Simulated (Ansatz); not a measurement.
Equation of state of Na$_{2}$Au

A database entry relaxed whole under r2SCAN (I4/mcm):

```
Na Au
1.0
    -3.65117    3.65117    2.80204
     3.65117   -3.65117    2.80204
     3.65117    3.65117   -2.80204
Na Au
4 2
Direct
  0.67360 0.17360 0.84720
  0.17360 0.32640 0.50000
  0.32640 0.82640 0.15280
  0.82640 0.67360 0.50000
  0.25000 0.25000 0.00000
  0.75000 0.75000 0.00000
```

The cell was scaled uniformly, its shape held, and the atoms relaxed at each volume with plane-wave PAW DFT (Ansatz 0.2.0; r2SCAN, 500 eV, 8×8×8 Γ-centred mesh, fermi-dirac occupations of width 0.100 eV; no spin, no spin-orbit coupling). One row is withheld.

```json
{"volume (Å³/atom)": "23.409", "energy over the lowest (meV/atom)": "9.0", "pressure (GPa)": "2.00"}
{"volume (Å³/atom)": "23.907", "energy over the lowest (meV/atom)": "?", "pressure (GPa)": "?"}
{"volume (Å³/atom)": "24.405", "energy over the lowest (meV/atom)": "1.0", "pressure (GPa)": "0.64"}
{"volume (Å³/atom)": "24.903", "energy over the lowest (meV/atom)": "0.0", "pressure (GPa)": "0.01"}
{"volume (Å³/atom)": "25.401", "energy over the lowest (meV/atom)": "0.8", "pressure (GPa)": "-0.52"}
{"volume (Å³/atom)": "25.899", "energy over the lowest (meV/atom)": "3.0", "pressure (GPa)": "-0.96"}
{"volume (Å³/atom)": "26.397", "energy over the lowest (meV/atom)": "6.6", "pressure (GPa)": "-1.37"}
```

Task: Fit the pressures of the other rows to the third-order Birch-Murnaghan form.

Result: With f = [(V₀/V)^(2/3) − 1]/2 and P = 3B₀f(1 + 2f)^(5/2)[1 + 3(B₀′ − 4)f/2], least squares gives V₀ = 24.92 Å³ an atom, B₀ = 27.5 GPa and B₀′ = 4.8; the rows miss the fit by 0.03 GPa. The slope of the energies differs from these pressures by less than 0.05 GPa.

Task: What does the withheld row hold?

Result: The fit gives 1.27 GPa at 23.907 Å³; the run gave 1.30 GPa and 3.9 meV an atom.

Caveats: the shape of the cell was held, so B₀ is an upper bound where the axes differ in stiffness; 0 K, fixed nuclei; the symmetry was kept, and this need not be the phase that is stable at 0 K; one mesh for all volumes; pressure is positive in compression.
